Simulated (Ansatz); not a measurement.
Several occupations of a rock salt lattice at one composition, 7 Bi, 5 In; 7 Se, 5 Te. Sites, in fractions of the cell -5.178 -5.178 0.000; 0.000 5.178 5.178; -5.178 5.178 -5.178 Å:

| cell | sites |
| --- | --- |
| all | Bi (0.00 0.50 0.00), Bi (0.67 0.83 0.33), In (0.33 0.67 0.67), In (0.83 0.67 0.67), Se (0.00 0.50 0.50), Se (0.33 0.67 0.17) |
| 1 | Bi (0.00 0.00 0.00), Bi (0.17 0.33 0.33), Bi (0.50 0.00 0.00), Bi (0.67 0.33 0.33), Bi (0.83 0.17 0.67), In (0.17 0.83 0.33), In (0.33 0.17 0.67), In (0.50 0.50 0.00), Se (0.00 0.00 0.50), Se (0.17 0.83 0.83), Se (0.33 0.17 0.17), Se (0.50 0.50 0.50), Se (0.83 0.17 0.17), Te (0.17 0.33 0.83), Te (0.50 0.00 0.50), Te (0.67 0.33 0.83), Te (0.67 0.83 0.83), Te (0.83 0.67 0.17) |
| 2 | Bi (0.00 0.00 0.00), Bi (0.17 0.83 0.33), Bi (0.33 0.17 0.67), Bi (0.50 0.50 0.00), Bi (0.83 0.17 0.67), In (0.17 0.33 0.33), In (0.50 0.00 0.00), In (0.67 0.33 0.33), Se (0.00 0.00 0.50), Se (0.50 0.00 0.50), Se (0.67 0.33 0.83), Se (0.83 0.17 0.17), Se (0.83 0.67 0.17), Te (0.17 0.33 0.83), Te (0.17 0.83 0.83), Te (0.33 0.17 0.17), Te (0.50 0.50 0.50), Te (0.67 0.83 0.83) |
| 3 | Bi (0.17 0.33 0.33), Bi (0.17 0.83 0.33), Bi (0.50 0.00 0.00), Bi (0.50 0.50 0.00), Bi (0.67 0.33 0.33), In (0.00 0.00 0.00), In (0.33 0.17 0.67), In (0.83 0.17 0.67), Se (0.17 0.33 0.83), Se (0.33 0.17 0.17), Se (0.50 0.00 0.50), Se (0.67 0.83 0.83), Se (0.83 0.67 0.17), Te (0.00 0.00 0.50), Te (0.17 0.83 0.83), Te (0.50 0.50 0.50), Te (0.67 0.33 0.83), Te (0.83 0.17 0.17) |

Each was relaxed without symmetry on coarser meshes and computed once more. Method: DFT PBE, scalar-relativistic, plane waves, PAW in Ansatz.

Cutoff 420 eV; k points 5×5×3 on the computed 24-atom cell (Γ-centred); Gaussian smearing, width 0.10 eV; no spin polarisation.

Warren–Cowley parameters of the first shell of the sublattice with most elements (negative: unlike neighbours preferred):
```csv
cell,Bi-In
1,-0.03
2,-0.26
3,0.14
```

Task: Which occupation is lowest in energy, and by how much?

Result: Cells 1, 3 are lowest, within 8 meV/atom of each other and so too close to rank here.
```
cell E − E(lowest) (meV/atom) V (Å³/atom)
   1                       0.0        31.52
   3                       1.9        31.98
   2                      19.0        30.48
```

The final mesh leaves forces up to 0.11 eV/Å and stresses up to 0.1 GPa: the relaxation ran on a coarser mesh, so the cell's shape, its bonds and its energy belong partly to that mesh.

Spin–orbit coupling is left out, which can shift energies with elements as heavy as these.

Cost: 6 runs of about 77 core-minutes in all (earlier runs that led there not counted), on Intel Xeon 6975P-C (Granite Rapids) (shared hosts).